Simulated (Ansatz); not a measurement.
## Rocksalt alloy of MgO and CdO (18 of 32 Mg sites exchanged), 64 atoms

Ansatz, PAW, plane waves. PBEsol relaxation of volume and atoms (shape held) at the single k point (½, ½, ½); single points on the relaxed atoms at the Γ point alone, onto which points of the small cell's zone fold. Arrangement: quasirandom. No spin–orbit coupling unless named.

Relaxed structure:

```cif
data_structure
_symmetry_space_group_name_H-M 'P 1'
_symmetry_Int_Tables_number 1
_cell_length_a 9.0329
_cell_length_b 9.0329
_cell_length_c 9.0329
_cell_angle_alpha 90.000
_cell_angle_beta 90.000
_cell_angle_gamma 90.000
_cell_volume 737.02
loop_
_atom_site_label
_atom_site_type_symbol
_atom_site_fract_x
_atom_site_fract_y
_atom_site_fract_z
_atom_site_occupancy
O1 O 0.23296 0.00222 0.01578 1
O2 O 0.23569 0.01387 0.48746 1
O3 O 0.24855 0.49768 0.00216 1
O4 O 0.26200 0.48174 0.49707 1
O5 O 0.76421 0.00251 0.00736 1
O6 O 0.76333 0.01357 0.49667 1
O7 O 0.75045 0.49730 0.01774 1
O8 O 0.74084 0.48316 0.48773 1
O9 O 0.00047 0.23690 0.01694 1
O10 O 0.00087 0.23927 0.48839 1
O11 O 0.00054 0.76568 0.01591 1
O12 O 0.00152 0.76591 0.48793 1
O13 O 0.49883 0.25065 0.97904 1
O14 O 0.50055 0.25956 0.50791 1
O15 O 0.50004 0.74907 0.99817 1
O16 O 0.50029 0.73646 0.49996 1
O17 O 0.99581 0.99838 0.25228 1
O18 O 0.98551 0.00014 0.75200 1
O19 O 0.98606 0.51280 0.25275 1
O20 O 0.99754 0.50294 0.75064 1
O21 O 0.50883 0.98736 0.25026 1
O22 O 0.51446 0.99752 0.74734 1
O23 O 0.51386 0.51365 0.26168 1
O24 O 0.50413 0.50447 0.73510 1
O25 O 0.23962 0.23690 0.26272 1
O26 O 0.26407 0.24682 0.73208 1
O27 O 0.25469 0.76523 0.25214 1
O28 O 0.26856 0.75309 0.74905 1
O29 O 0.76042 0.24615 0.26314 1
O30 O 0.73846 0.23733 0.73344 1
O31 O 0.74936 0.75562 0.25270 1
O32 O 0.73620 0.76488 0.74869 1
Mg1 Mg 0.99644 0.00065 0.01007 1
Mg2 Mg 0.99766 0.00419 0.49238 1
Mg3 Mg 0.50337 0.49689 0.49821 1
Mg4 Mg 0.24998 0.24656 0.49610 1
Mg5 Mg 0.75050 0.24709 0.49652 1
Mg6 Mg 0.23978 0.99980 0.25300 1
Mg7 Mg 0.75463 0.00027 0.25368 1
Mg8 Mg 0.75023 0.00286 0.74294 1
Mg9 Mg 0.75029 0.49991 0.25576 1
Mg10 Mg 0.99714 0.23821 0.25472 1
Mg11 Mg 0.99396 0.75748 0.25168 1
Mg12 Mg 0.50306 0.24799 0.74011 1
Mg13 Mg 0.50452 0.75086 0.25439 1
Mg14 Mg 0.50383 0.75044 0.74514 1
Cd1 Cd 0.99834 0.50023 0.00630 1
Cd2 Cd 0.99958 0.49677 0.49663 1
Cd3 Cd 0.50150 0.99902 0.99952 1
Cd4 Cd 0.50047 0.00088 0.49837 1
Cd5 Cd 0.50164 0.50088 0.99995 1
Cd6 Cd 0.24892 0.24699 0.00100 1
Cd7 Cd 0.24998 0.75328 0.00301 1
Cd8 Cd 0.25117 0.75139 0.49815 1
Cd9 Cd 0.75074 0.24752 0.00037 1
Cd10 Cd 0.75041 0.75270 0.00186 1
Cd11 Cd 0.75030 0.75053 0.49927 1
Cd12 Cd 0.24938 0.00138 0.74873 1
Cd13 Cd 0.25001 0.50144 0.25285 1
Cd14 Cd 0.25530 0.49835 0.74688 1
Cd15 Cd 0.74707 0.49739 0.74657 1
Cd16 Cd 0.99912 0.24641 0.74720 1
Cd17 Cd 0.99902 0.75535 0.75155 1
Cd18 Cd 0.50162 0.25023 0.25292 1
```

(1) What are the mean bond lengths by pair (pairs within 1.2 times the sum of covalent radii, less contacts 15 % beyond the pair's median; cation–cation pairs of compounds aside; long ionic contacts are cut short by that bound)?

(2) What gap lies between the top filled and the lowest empty level in the single points?

Results:

(1) Cd–O 2.318 ± 0.069 Å (standard deviation, 108 bonds); Mg–O 2.185 ± 0.073 Å (standard deviation, 83 bonds).

(2) HSE06 1.76 eV (5.1 min on 7 threads of Neoverse-V2).
